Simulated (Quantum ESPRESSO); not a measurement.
# ZnGa2F8: input and log of a self-consistent run

A calculation, not a measurement. The program is pw.x of Quantum ESPRESSO 7.5 (plane-wave density functional theory). The cell is made up: 11 atoms on a rutile lattice with one site empty, with randomly drawn elements, strain and displacements, not relaxed. PseudoDojo standard norm-conserving files (v0.5 for PBE, v0.4.1 for LDA and PBEsol) set the functional; there is no spin polarisation, spin-orbit coupling or dispersion term, and the masses in the input are unused placeholders.

Input:

```
&control calculation='scf', pseudo_dir='./dojo.nc.sr.pbe.v0_5.standard.upf', outdir='./o', disk_io='medium', tprnfor=.true., tstress=.true. /
&system ibrav=0, nat=11, ntyp=3, nbnd=57, ecutwfc=84.00895049, nosym=.true., tot_charge=0,
 occupations='smearing', smearing='fd', degauss=0.0018374661
/
&electrons conv_thr=7.350e-09, electron_maxstep=60, /
ATOMIC_SPECIES
F 1.0 F.upf
Ga 1.0 Ga.upf
Zn 1.0 Zn.upf
CELL_PARAMETERS angstrom
4.7469 0.0 0.0
0.0 4.7469 0.0
0.0 0.0 6.3609
ATOMIC_POSITIONS angstrom
Zn 0.0831 -0.0347 -0.0995
Ga 2.4025 2.3917 1.5595
Ga 0.0012 -0.0462 3.1967
F 1.451 1.4495 -0.0279
F 3.2858 3.3299 -0.01
F 3.8374 0.9815 1.567
F 0.9181 3.7669 1.5413
F 1.4669 1.4525 3.2131
F 3.2132 3.3375 3.2018
F 3.8022 0.9717 4.7574
F 0.8439 3.8366 4.7614
K_POINTS automatic
5 5 4 1 1 1
```

The log is shortened where brackets say so; the opening notice, blank lines, dates and the lines on written files are dropped, and the path of the files is cut. It prints rydbergs, bohrs and kilobars, and counts compression as positive stress. With no partly filled state, the Fermi energy that it prints is only some level between the filled and the empty states on the mesh, and need not lie in the true gap.

```
     Program PWSCF v.7.5
     Parallel version (MPI & OpenMP), running on       1 processor cores
     Number of MPI processes:                 1
     Threads/MPI process:                     1
     [start-up lines left out]
     bravais-lattice index     =            0
     lattice parameter (alat)  =       8.9703  a.u.
     unit-cell volume          =     967.2424 (a.u.)^3
     number of atoms/cell      =           11
     number of atomic types    =            3
     number of electrons       =       102.00
     number of Kohn-Sham states=           57
     kinetic-energy cutoff     =      84.0090  Ry
     charge density cutoff     =     336.0358  Ry
     scf convergence threshold =      7.3E-09
     mixing beta               =       0.7000
     number of iterations used =            8  plain     mixing
     Exchange-correlation= PBE
                           (   1   4   3   4   0   0   0)
     [axes and pseudopotential details left out]
   Cartesian axes
     site n.     atom                  positions (alat units)
         1        Zn     tau(   1) = (   0.0175062  -0.0073100  -0.0209610  )
         2        Ga     tau(   2) = (   0.5061198   0.5038446   0.3285302  )
         3        Ga     tau(   3) = (   0.0002528  -0.0097327   0.6734290  )
         4        F      tau(   4) = (   0.3056732   0.3053572  -0.0058775  )
         5        F      tau(   5) = (   0.6921991   0.7014894  -0.0021066  )
         6        F      tau(   6) = (   0.8084013   0.2067665   0.3301102  )
         7        F      tau(   7) = (   0.1934104   0.7935495   0.3246961  )
         8        F      tau(   8) = (   0.3090227   0.3059892   0.6768839  )
         9        F      tau(   9) = (   0.6769049   0.7030904   0.6745034  )
        10        F      tau(  10) = (   0.8009859   0.2047020   1.0022120  )
        11        F      tau(  11) = (   0.1777792   0.8082327   1.0030546  )
     number of k points=    50  Fermi-Dirac smearing, width (Ry)=  0.0018
                       cart. coord. in units 2pi/alat
        k(    1) = (   0.1000000   0.1000000   0.0932828), wk =   0.0400000
        k(    2) = (   0.1000000   0.1000000   0.2798484), wk =   0.0400000
     [further k points left out]
     Dense  grid:   100455 G-vectors     FFT dimensions: (  54,  54,  72)
     Estimated max dynamical RAM per process >     152.48 MB
     Initial potential from superposition of free atoms
     starting charge     101.9945, renormalised to     102.0000
     Starting wfcs are   60 randomized atomic wfcs
     total cpu time spent up to now is       21.5 secs
     per-process dynamical memory:    90.8 Mb
     Self-consistent Calculation
     iteration #  1     ecut=    84.01 Ry     beta= 0.70
     Davidson diagonalization with overlap
     ethr =  1.00E-02,  avg # of iterations =  2.1
     total cpu time spent up to now is       73.9 secs
     total energy              =   -1118.17087057 Ry
     estimated scf accuracy    <       1.61293748 Ry
     iteration #  2     ecut=    84.01 Ry     beta= 0.70
     Davidson diagonalization with overlap
     ethr =  1.58E-03,  avg # of iterations =  2.0
     total cpu time spent up to now is      134.5 secs
     total energy              =   -1118.45129181 Ry
     estimated scf accuracy    <       2.23045091 Ry
     iteration #  3     ecut=    84.01 Ry     beta= 0.70
     Davidson diagonalization with overlap
     ethr =  1.58E-03,  avg # of iterations =  2.0
     total cpu time spent up to now is      198.9 secs
     total energy              =   -1118.91822221 Ry
     estimated scf accuracy    <       0.10818883 Ry
     iteration #  4     ecut=    84.01 Ry     beta= 0.70
     Davidson diagonalization with overlap
     ethr =  1.06E-04,  avg # of iterations =  2.0
     total cpu time spent up to now is      260.9 secs
     total energy              =   -1118.93760621 Ry
     estimated scf accuracy    <       0.00794937 Ry
     iteration #  5     ecut=    84.01 Ry     beta= 0.70
     Davidson diagonalization with overlap
     ethr =  7.79E-06,  avg # of iterations =  5.4
     total cpu time spent up to now is      331.6 secs
     total energy              =   -1118.93868112 Ry
     estimated scf accuracy    <       0.00116642 Ry
     iteration #  6     ecut=    84.01 Ry     beta= 0.70
     Davidson diagonalization with overlap
     ethr =  1.14E-06,  avg # of iterations =  3.2
     total cpu time spent up to now is      394.9 secs
     total energy              =   -1118.93886232 Ry
     estimated scf accuracy    <       0.00028755 Ry
     iteration #  7     ecut=    84.01 Ry     beta= 0.70
     Davidson diagonalization with overlap
     ethr =  2.82E-07,  avg # of iterations =  2.0
     total cpu time spent up to now is      449.4 secs
     total energy              =   -1118.93891084 Ry
     estimated scf accuracy    <       0.00001733 Ry
     iteration #  8     ecut=    84.01 Ry     beta= 0.70
     Davidson diagonalization with overlap
     ethr =  1.70E-08,  avg # of iterations =  2.0
     total cpu time spent up to now is      500.8 secs
     total energy              =   -1118.93891551 Ry
     estimated scf accuracy    <       0.00000466 Ry
     iteration #  9     ecut=    84.01 Ry     beta= 0.70
     Davidson diagonalization with overlap
     ethr =  4.57E-09,  avg # of iterations =  2.0
     total cpu time spent up to now is      554.0 secs
     total energy              =   -1118.93891635 Ry
     estimated scf accuracy    <       0.00000071 Ry
     iteration # 10     ecut=    84.01 Ry     beta= 0.70
     Davidson diagonalization with overlap
     ethr =  6.93E-10,  avg # of iterations =  2.0
     total cpu time spent up to now is      605.9 secs
     total energy              =   -1118.93891643 Ry
     estimated scf accuracy    <       0.00000007 Ry
     iteration # 11     ecut=    84.01 Ry     beta= 0.70
     Davidson diagonalization with overlap
     ethr =  6.60E-11,  avg # of iterations =  2.0
     total cpu time spent up to now is      668.9 secs
     End of self-consistent calculation
          k = 0.1000 0.1000 0.0933 ( 12575 PWs)   bands (ev):
  -119.2726 -73.4757 -73.4702 -73.4225 -20.0074 -19.4924 -18.5348 -18.0581
   -17.9214 -17.5001 -17.2667 -16.7394 -10.7907 -10.7038 -10.7007 -10.6799
   -10.6732 -10.6656 -10.6387 -10.6304 -10.5764 -10.4963  -4.0946  -2.6444
    -2.0593  -1.6866  -1.5483  -1.3482  -1.2148  -1.0445  -0.9321  -0.7701
    -0.5873  -0.2781  -0.1818  -0.0561   0.0931   0.3692   0.5969   0.7814
     0.9199   1.0420   1.3239   1.4935   1.5674   1.7643   1.8830   1.9289
     2.3281   2.5621   2.6861   5.1961   7.8332  10.3347  11.1803  11.3825
    12.6915
     [levels at the other k points left out]
     the Fermi energy is     3.9294 ev
!    total energy              =   -1118.93891644 Ry
     estimated scf accuracy    <          6.2E-09 Ry
     smearing contrib. (-TS)   =       0.00000000 Ry
     internal energy E=F+TS    =   -1118.93891644 Ry
     The total energy is F=E-TS. E is the sum of the following terms:
     one-electron contribution =    -715.24817840 Ry
     hartree contribution      =     416.08159727 Ry
     xc contribution           =    -217.08582529 Ry
     ewald contribution        =    -602.68651003 Ry
     convergence has been achieved in  11 iterations
     Forces acting on atoms (cartesian axes, Ry/au):
     atom    1 type  3   force =    -0.02997961    0.02880972   -0.02411820
     atom    2 type  2   force =    -0.00159143   -0.01230414   -0.03975950
     atom    3 type  2   force =    -0.01460633    0.03124770    0.09437493
     atom    4 type  1   force =     0.01747180    0.01570366    0.08049496
     atom    5 type  1   force =    -0.01399952   -0.01335343    0.08087570
     atom    6 type  1   force =    -0.00161777   -0.00332066    0.03538577
     atom    7 type  1   force =     0.00057753    0.00062044    0.04766530
     atom    8 type  1   force =    -0.02389555   -0.02579605   -0.07078235
     atom    9 type  1   force =     0.02982019    0.01985479   -0.06669833
     atom   10 type  1   force =     0.04042044   -0.04289882   -0.05667621
     atom   11 type  1   force =    -0.00259976    0.00143679   -0.08076207
     Total force =     0.238376     Total SCF correction =     0.000094
     Computing stress (Cartesian axis) and pressure
          total   stress  (Ry/bohr**3)                   (kbar)     P=      -96.51
  -0.00046656  -0.00025747   0.00000914          -68.63      -37.88        1.34
  -0.00025747  -0.00047758   0.00002616          -37.88      -70.25        3.85
   0.00000914   0.00002616  -0.00102407            1.34        3.85     -150.65
     init_run     :     20.32s CPU     21.38s WALL (       1 calls)
     electrons    :    621.01s CPU    647.47s WALL (       1 calls)
     forces       :      9.27s CPU      9.94s WALL (       1 calls)
     stress       :     37.65s CPU     41.06s WALL (       1 calls)
     [timing details left out]
     PWSCF        :  11m28.56s CPU  12m 0.52s WALL
     JOB DONE.
```

In other units: free energy -15223.940 eV for the cell, pressure -9.65 GPa, largest force component 2.426 eV/Å. A rerun of the same cell at another strain at 1437 eV and a 7 x 7 x 6 mesh moved values by no more than 0.004 eV in energy, 0.02 GPa in stress and 0.002 eV/Å in force.